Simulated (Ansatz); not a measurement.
Ansatz (a quantum-chemistry and plane-wave program) input:

Ansatz 0.2 input:
```yaml
crystal:
  lattice:
    - [4.9053286362, 0.0, 0.0]
    - [-2.4526643181, 4.2481392129, 0.0]
    - [0.0, 0.0, 11.0811474315]
  atoms:
    - { symbol: Ga, position: [0.5437265207, 0.5437265207, 0.5] }
    - { symbol: Ga, position: [0.4562734793, 0.0, 0.8333333333] }
    - { symbol: Ga, position: [0.0, 0.4562734793, 0.1666666667] }
    - { symbol: P, position: [0.5438816152, 0.5438816152, 0.0] }
    - { symbol: P, position: [0.4561183848, 0.0, 0.3333333333] }
    - { symbol: P, position: [0.0, 0.4561183848, 0.6666666667] }
    - { symbol: O, position: [0.2737735442, 0.4084599798, 0.6282937516] }
    - { symbol: O, position: [0.5915400202, 0.8653135644, 0.9616270849] }
    - { symbol: O, position: [0.1346864356, 0.7262264558, 0.2949604182] }
    - { symbol: O, position: [0.4084599798, 0.2737735442, 0.3717062484] }
    - { symbol: O, position: [0.8653135644, 0.5915400202, 0.0383729151] }
    - { symbol: O, position: [0.7262264558, 0.1346864356, 0.7050395818] }
    - { symbol: O, position: [0.4078953882, 0.31883664, 0.8921705768] }
    - { symbol: O, position: [0.68116336, 0.0890587481, 0.2255039101] }
    - { symbol: O, position: [0.9109412519, 0.5921046118, 0.5588372434] }
    - { symbol: O, position: [0.31883664, 0.4078953882, 0.1078294232] }
    - { symbol: O, position: [0.0890587481, 0.68116336, 0.7744960899] }
    - { symbol: O, position: [0.5921046118, 0.9109412519, 0.4411627566] }
kpoints:
  mp_grid: { grid: [4, 4, 2] }
hamiltonian:
  xc: hse06
  pseudopotentials: { azcp: { folder: ./paw }, kind: paw }
scf:
  n_extra_bands: 18
  occupations: { method: fixed }
output:
  eigenvalues: true
  eigenstates:
    e_range: [-9.0, 16.1]
    kpoints:
      - [0.270833, 0.354167, 0.0]  # VBM
      - [0.0, 0.0, 0.0]  # CBM
      - [0.0, 0.0, 0.0]  # GAMMA
      - [0.0, 0.0, 0.5]  # A
      - [0.3333333333, 0.3333333333, 0.0]  # K
      - [0.3333333333, 0.3333333333, 0.5]  # H
      - [0.5, 0.0, 0.0]  # M
      - [0.5, 0.0, 0.5]  # L
```

Output (shortened):

```
Pseudopotential: Ga, paw, valence charge 13
Pseudopotential: P, paw, valence charge 5
Pseudopotential: O, paw, valence charge 6
Functional definition: HSE06
davidson cushion auto → on  (no smearing: the cushion is to keep the highest requested band from converging to the state above it …
Crystal: 18 atoms, lattice volume = 230.915 Å³
Basis set: ecut = 420 eV, 4543 PW (Γ)
Bands: 81, of which v1, the nominal top of the filled ones, is band 63 counted from 1 (62 counted from 0)
Symmetry: 6 space group operations
Space group: P3121 (ITA 152), of the structure as read, at distance tolerance 6.1e-5 Å
k-points: 8 of 32 (time reversal used)
SCF iter   1: F=—  HF=-20441.363473 eV  |F-HF|=—  |Δ(HF+E_count)|=         —  Δρ=1.28e-1  dr2=2.74e1  ethr=1.00e-1  ⟨swp⟩=5.5  Hψ=2226  notcnv=0
preconditioner: auto → none
SCF iter   2: F=—  HF=-20434.231536 eV  |F-HF|=—  |Δ(HF+E_count)|=    7.13e0  Δρ=5.75e-2  dr2=3.45e0  ethr=2.18e-2  ⟨swp⟩=4.1  Hψ=1838  notcnv=0
SCF iter   3: F=—  HF=-20433.408791 eV  |F-HF|=—  |Δ(HF+E_count)|=   8.23e-1  Δρ=1.93e-2  dr2=4.03e-1  ethr=2.74e-3  ⟨swp⟩=3.0  Hψ=1904  notcnv=0
SCF iter   4: F=—  HF=-20433.386702 eV  |F-HF|=—  |Δ(HF+E_count)|=   2.21e-2  Δρ=8.11e-3  dr2=7.70e-2  ethr=3.20e-4  ⟨swp⟩=3.0  Hψ=1605  notcnv=0
iter 5 solved again at ethr=3.01e-6 eV; its pass at ethr=6.11e-5 eV (dr2=3.79e-3 eV) is discarded
SCF iter   5: F=—  HF=-20433.364083 eV  |F-HF|=—  |Δ(HF+E_count)|=   2.26e-2  Δρ=1.75e-3  dr2=3.73e-3  ethr=3.01e-6  ⟨swp⟩=3.1  Hψ=3287  notcnv=0
SCF iter   6: F=-20433.366369 eV  HF=-20433.366371 eV  |F-HF|=2.30e-6  |Δ(HF+E_count)|=   2.29e-3  Δρ=5.34e-4  dr2=3.29e-4  ethr=2.96e-6  ⟨swp⟩=3.1  Hψ=1912  notcnv=0
SCF 1 stopped early in 6 iterations: F = -20433.366369 eV  dr2 = 3.29e-4
Crystal: 18 atoms, lattice volume = 230.915 Å³
Exchange kernel: α = 0.2500, screened, ω = 0.2079 Å⁻¹, Wigner–Seitz truncation, v(0) = 1044.9189 eV·Å³, q-mesh 4×4×2, nearest image of the exchange supercell L …
Frozen-core exchange: fock
SCF iter   1: F=—  HF=-20435.373193 eV  |F-HF|=—  |Δ(HF+E_count)|=         —  Δρ=1.18e-2  dr2=1.70e-1  ethr=2.61e-6  ⟨swp⟩=8.4  Hψ=3620  notcnv=0
preconditioner: auto → none
SCF iter   2: F=—  HF=-20435.305184 eV  |F-HF|=—  |Δ(HF+E_count)|=   6.80e-2  Δρ=2.67e-3  dr2=1.46e-2  ethr=2.61e-6  ⟨swp⟩=4.0  Hψ=2616  notcnv=0
SCF iter   3: F=—  HF=-20435.354215 eV  |F-HF|=—  |Δ(HF+E_count)|=   4.90e-2  Δρ=1.32e-3  dr2=2.32e-3  ethr=2.61e-6  ⟨swp⟩=5.0  Hψ=2431  notcnv=0
SCF iter   4: F=—  HF=-20435.353564 eV  |F-HF|=—  |Δ(HF+E_count)|=   6.51e-4  Δρ=2.10e-4  dr2=9.30e-5  ethr=1.66e-6  ⟨swp⟩=3.0  Hψ=1621  notcnv=0
SCF iter   5: F=-20435.354090 eV  HF=-20435.354096 eV  |F-HF|=6.54e-6  |Δ(HF+E_count)|=   5.32e-4  Δρ=1.67e-4  dr2=2.76e-5  ethr=4.09e-8  ⟨swp⟩=5.5  Hψ=2370  notcnv=0
SCF 2 stopped early in 5 iterations: F = -20435.354090 eV  dr2 = 2.76e-5
hybrid outer 1: dexx = +5.785e-2 eV, tail = 2.85e-4 eV
Crystal: 18 atoms, lattice volume = 230.915 Å³
Exchange kernel: α = 0.2500, screened, ω = 0.2079 Å⁻¹, Wigner–Seitz truncation, v(0) = 1044.9189 eV·Å³, q-mesh 4×4×2, nearest image of the exchange supercell L …
Frozen-core exchange: fock
SCF iter   1: F=—  HF=-20435.353354 eV  |F-HF|=—  |Δ(HF+E_count)|=         —  Δρ=4.79e-5  dr2=2.14e-6  ethr=1.13e-6  ⟨swp⟩=4.4  Hψ=1598  notcnv=0
preconditioner: auto → none
SCF iter   2: F=—  HF=-20435.353363 eV  |F-HF|=—  |Δ(HF+E_count)|=   9.86e-6  Δρ=2.03e-5  dr2=5.56e-7  ethr=1.39e-9  ⟨swp⟩=8.5  Hψ=2920  notcnv=0  defer=4
iter 3 solved again at ethr=3.01e-11 eV; its pass at ethr=3.86e-10 eV (dr2=3.79e-8 eV) is discarded
SCF iter   3: F=-20435.353364 eV  HF=-20435.353364 eV  |F-HF|=4.65e-8  |Δ(HF+E_count)|=   5.58e-8  Δρ=7.13e-6  dr2=6.63e-8  ethr=3.01e-11  ⟨swp⟩=3.0  Hψ=3272  notcnv=0
SCF 3 converged in 3 iterations: F = -20435.353364 eV  dr2 = 6.63e-8
hybrid outer 2: dexx = +3.005e-6 eV, tail = 2.50e-7 eV, Δε = 1.84e-3 eV (about 7.50e-5 eV left of the loop's levels)
NSCF: frozen V_eff on 8 k-points
hybrid SCF converged: 2 outer / 8 inner (+6 warm-up), last move |dexx| = 3.01e-6 eV, tail = 2.50e-7 eV
Stability not checked (fock_operator)
Free energy (F): -20435.353363 eV
Frozen-core exchange: fock
Harris-Foulkes:  -20435.353363 eV  (|F-HF|=4.65e-8)
Internal energy: -20435.353363 eV  (E = F + TS)
E sigma→0 (E₀):  -20435.353363 eV
Fermi energy:    1.925805 eV
--- Per-component energies (eV) ---
  E_band       = -890.592627
  E_kinetic    = 2627.150873
  E_local      = -10985.369686  (includes V_loc(G=0)·N_el)
  E_nonlocal   = 445.659136
  E_hartree    = 5297.910503
  E_xc         = -1019.418872
  E_vxc        = -1156.170569  (∫ρ·V_xc dr)
  E_exx        = -409.265851  (= α·E_x^exact, valence–valence)
  E_paw        = -9490.871534  (= ΣΔE_a)
  E_vpaw       = -1599.161891  (= ΣTr[D̂ρ^β])
  E_aug_tail   = 0.008513  (compensation charges beyond the density's cutoff)
  E_ewald      = -6900.946323
  E_core_change = -0.210122  (= ΣΔE_core)
  E_smearing   =  0.000000  (= −TS)
  E_closure    = 0.000000  (closes the sum)
  Σ components = -20435.353363   (vs F -20435.353363, Δ=0.00e0)
  [band-id]    e_kinetic+e_local+e_nonlocal+2·e_hartree+e_vxc+2·e_exx+e_vpaw+e_augmentation_tail = -890.594320   (vs E_band -890.592627, Δ=-1.69e-3)
--- Band table (eV; the first three rows and the last of 8) ---
  k-point 0: bands = ["-19.9883", "-19.7801", "-19.7801", "-17.5199", "-17.5199", "-17.3135", "-17.2704", "-17.2704", "-17.2465", "-17.2195", "-17.2195", "-17.1620", "-12.4627", "-12.4627", "-12.3212", "-12.3136", "-12.3136", "-12.3045", "-12.3023", …
  k-point 1: bands = ["-19.9233", "-19.9233", "-19.7000", "-17.6038", "-17.3746", "-17.3746", "-17.2708", "-17.2565", "-17.2565", "-17.2426", "-17.1821", "-17.1821", "-12.5277", "-12.3243", "-12.3243", "-12.3152", "-12.3152", "-12.3115", "-12.3034", …
  k-point 2: bands = ["-19.8962", "-19.7486", "-19.7311", "-17.5345", "-17.4899", "-17.3490", "-17.3361", "-17.3003", "-17.2821", "-17.2717", "-17.2355", "-17.1985", "-12.5181", "-12.4720", "-12.3807", "-12.3202", "-12.3183", "-12.3117", "-12.3093", …
  k-point 7: bands = ["-19.7644", "-19.7438", "-19.6830", "-17.5455", "-17.4809", "-17.4640", "-17.3546", "-17.3353", "-17.2892", "-17.2889", "-17.2547", "-17.2536", "-12.5566", "-12.4913", "-12.4835", "-12.3213", "-12.3206", "-12.3126", "-12.3083", …
```

Cost: around 6 core-minutes (rough) on shared cores.

The points marked VBM and CBM come from a semilocal run.

Space group P3_121. The workflow started from a Materials Project entry (that database holds measured and hypothetical structures alike); the Crystallography Open Database files this formula in space group No. 152, but the cells were not matched. Whether it is the stable phase at ambient conditions was not checked. The r²SCAN relaxation kept the symmetry of its start; whether a distortion lowers the energy is not shown. Spin–orbit coupling is left out wherever it is not named.

Potentials: the earlier of the program's two PAW sets. The files were generated under PBE; for other functionals the program regenerates the frozen cores, and for LDA and PBEsol the local potential too.

Ansatz is a plane-wave DFT program.
